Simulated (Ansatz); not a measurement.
Trial structure of ZnSi2N2, not yet relaxed:

```
Zn Si N
1.0
     3.72699    0.00000    0.00000
     0.00000    3.72699    0.00000
     0.00000    0.00000    7.64842
Zn Si N
2 4 4
Direct
  0.00000 0.00000 0.75000
  0.00000 0.00000 0.25000
  0.21897 0.50000 0.00000
  0.78103 0.50000 0.00000
  0.50000 0.21897 0.50000
  0.50000 0.78103 0.50000
  0.50000 0.18459 0.00000
  0.50000 0.81541 0.00000
  0.81541 0.50000 0.50000
  0.18459 0.50000 0.50000
```

Level of theory: DFT PBE, scalar-relativistic, plane waves, PAW in Ansatz 0.2.0. Settings: cutoff 420 eV, Γ-centred mesh 6×6×2 on the computed 10-atom cell, Gaussian smearing of 0.10 eV; no spin polarisation.

The zero of energy is the elements' standard structures at the same level (N₂ as a molecule); no fitted shifts are applied.

Question: Estimate its pressure, forces and energy as it stands.

Answer: The pressure is 98.7 GPa (the mean over three directions, positive in compression), the largest force is 11.60 eV/Å, and the energy is +2.41 eV/atom against the elements. The shortest distance is 1.38 Å.

Question: Is it a good guess?

Answer: A poor one: relaxing gains about 2.2 eV/atom (the start's value is from the coarse mesh, so the gain is rough) in 41 ionic steps and ends at +0.21 eV/atom on the finer mesh. The symmetry stays P4_2/mmc (No. 131). The volume per atom grows by 8.6 %, from 10.6 to 11.5 Å³. The shortest distance goes from 1.38 Å (N–N) to 1.86 Å (Si–N). The ratio c/a of the conventional cell changes by a factor of 0.38. Conventional cell: a = 5.278 Å, c = 4.143 Å. Zn has 2 Zn at 2.07 Å; around Si lie 2 N at 1.86 Å, 2 N at 2.07 Å and 1 Si at 2.55 Å; N has 2 Si at 1.86 Å and 2 Si at 2.07 Å.

The last run used an 8×8×10 mesh (in the run's order of axes) for its 10-atom cell and Gaussian smearing of 0.10 eV. The relaxation can't lower the symmetry of the start, and the grade says only how near the guess is to its own end. A structure relaxed within its symmetry needn't be a true minimum. Another cell of ZnSi2N2 relaxed alike, in P-3m1, lies 0.53 eV/atom lower, so this cell isn't the stable form at this level.
